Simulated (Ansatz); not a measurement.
## WS2 with Br replacing S: gradients before and after relaxing the atoms

Start: a supercell of WS2 (space group P6_3/mmc) built from a COD entry (the entry's cell lengths or inner coordinates differ somewhat from later room-temperature determinations), with all atoms left at the host's positions.

```
CELL_PARAMETERS angstrom
9.54000 0.00000 0.00000
-4.77000 8.26188 0.00000
0.00000 0.00000 12.50000
ATOMIC_POSITIONS crystal
W 0.11111 0.22222 0.25000
W 0.11111 0.55556 0.25000
W 0.11111 0.88889 0.25000
W 0.44444 0.22222 0.25000
W 0.44444 0.55556 0.25000
W 0.44444 0.88889 0.25000
W 0.77778 0.22222 0.25000
W 0.77778 0.55556 0.25000
W 0.77778 0.88889 0.25000
W 0.22222 0.11111 0.75000
W 0.22222 0.44444 0.75000
W 0.22222 0.77778 0.75000
W 0.55556 0.11111 0.75000
W 0.55556 0.44444 0.75000
W 0.55556 0.77778 0.75000
W 0.88889 0.11111 0.75000
W 0.88889 0.44444 0.75000
W 0.88889 0.77778 0.75000
Br 0.11111 0.22222 0.62500
S 0.11111 0.55556 0.62500
S 0.11111 0.88889 0.62500
S 0.44444 0.22222 0.62500
S 0.44444 0.55556 0.62500
S 0.44444 0.88889 0.62500
S 0.77778 0.22222 0.62500
S 0.77778 0.55556 0.62500
S 0.77778 0.88889 0.62500
S 0.22222 0.11111 0.12500
S 0.22222 0.44444 0.12500
S 0.22222 0.77778 0.12500
S 0.55556 0.11111 0.12500
S 0.55556 0.44444 0.12500
S 0.55556 0.77778 0.12500
S 0.88889 0.11111 0.12500
S 0.88889 0.44444 0.12500
S 0.88889 0.77778 0.12500
S 0.11111 0.22222 0.87500
S 0.11111 0.55556 0.87500
S 0.11111 0.88889 0.87500
S 0.44444 0.22222 0.87500
S 0.44444 0.55556 0.87500
S 0.44444 0.88889 0.87500
S 0.77778 0.22222 0.87500
S 0.77778 0.55556 0.87500
S 0.77778 0.88889 0.87500
S 0.22222 0.11111 0.37500
S 0.22222 0.44444 0.37500
S 0.22222 0.77778 0.37500
S 0.55556 0.11111 0.37500
S 0.55556 0.44444 0.37500
S 0.55556 0.77778 0.37500
S 0.88889 0.11111 0.37500
S 0.88889 0.44444 0.37500
S 0.88889 0.77778 0.37500
```

Atoms are numbered from 1 in the order listed; like atoms form one site, named after its first atom.

Method: Kohn–Sham DFT in Ansatz, PBE, plane waves and PAW, scalar-relativistic, collinear spin, 420 eV cutoff, Γ-centred 3×3×2 k-points, Fermi–Dirac smearing 0.01 eV. Start moments as typed (μB): 1 on each Br, none on the rest.

The largest force at the start is 3.9 eV/Å. Relaxing the ions at fixed cell moves them by 0.265 Å at most (atom 19, Br) and 0.044 Å rms.

| site | atom | moved (Å) | first shell before | first shell after | V_zz before (10²¹ V/m²) | η before |
| --- | --- | --- | --- | --- | --- | --- |
| W1 | 1 | 0.010 | 6 S at 2.41 Å | 6 S at 2.42 Å | -17.51 | 0.00 |
| W2 | 2 | 0.009 | 6 S at 2.41 Å | 6 S at 2.41–2.42 Å | -17.47 | 0.01 |
| W6 | 6 | 0.006 | 6 S at 2.41 Å | 6 S at 2.42 Å | -17.57 | 0.00 |
| W10 | 10 | 0.050 | 5 S at 2.41 Å, 1 Br at 2.41 Å | 5 S at 2.40–2.41 Å, 1 Br at 2.63 Å | -18.35 | 0.34 |
| W12 | 12 | 0.023 | 6 S at 2.41 Å | 6 S at 2.41–2.42 Å | -18.76 | 0.12 |
| W14 | 14 | 0.034 | 6 S at 2.41 Å | 6 S at 2.42–2.43 Å | -19.08 | 0.10 |
| Br | 19 | 0.265 | 3 W at 2.41 Å | 3 W at 2.63 Å | -5.58 | 0.00 |
| S20 | 20 | 0.022 | 3 W at 2.41 Å | 3 W at 2.41–2.42 Å | -4.59 | 0.12 |
| S26 | 26 | 0.031 | 3 W at 2.41 Å | 3 W at 2.42 Å | -4.60 | 0.00 |
| S37 | 37 | 0.040 | 3 W at 2.41 Å | 3 W at 2.41 Å | -3.96 | 0.00 |

**Question.** How do the gradients change?

**Answer.** 

```csv
site,atom,V_zz after,η after,change of V_zz
W1,1,-16.48,0.00,+1.03
W2,2,-17.26,0.01,+0.21
W6,6,-16.73,0.00,+0.84
W10,10,19.83,0.89,–
W12,12,-16.77,0.07,+1.99
W14,14,-17.16,0.01,+1.92
Br,19,11.53,0.00,+17.11
S20,20,-4.12,0.10,+0.47
S26,26,-5.09,0.00,-0.49
S37,37,-4.17,0.00,-0.21
```

The largest change of V_zz along a kept axis is on Br, from -5.58 to 11.53. In per cent, |V_zz| changes by -11 to -1 on W, -10 to +11 on S (all sites that start above 2, bar those whose gradient vanishes or changes sign or whose main axis turns by over 40°). V_zz changes sign on Br (same axis). On W10 the largest principal value lies along another axis in the second run, so the two V_zz can't be compared directly. The table leaves out 11 of the 21 sites, with |V_zz| up to 17.57; their tensors move by 0.75 at most along any direction. The statements above cover all sites. The host's own positions weren't relaxed first, so part of the change far from the defect can be the host's relaxation.

The defect repeats with the cell of 54 atoms, so it feels its images: sites between two images don't show the values beside a lone defect, and zeros or small values of η there can come from the images' arrangement. S and W carry a gradient in the pure host already, so the values there aren't the defect's effect alone. The defect cell has no gap above 0.1 eV on its mesh, so the values can hang on the smearing and the k-mesh. Without spin–orbit coupling the gradients at and beside W can be off by some per cent, at some sites by more. The start moments die out, and the run ends without spin.
Before: The neighbours have not yet relaxed around the defect (largest force 3.9 eV/Å), so the values at and beside it are those of a strained start, not of the defect in a real crystal.
After: The relaxation keeps the site symmetry 3m of the start, so the impurity can move only along its axis; a distortion that would localise the partly filled state isn't explored.
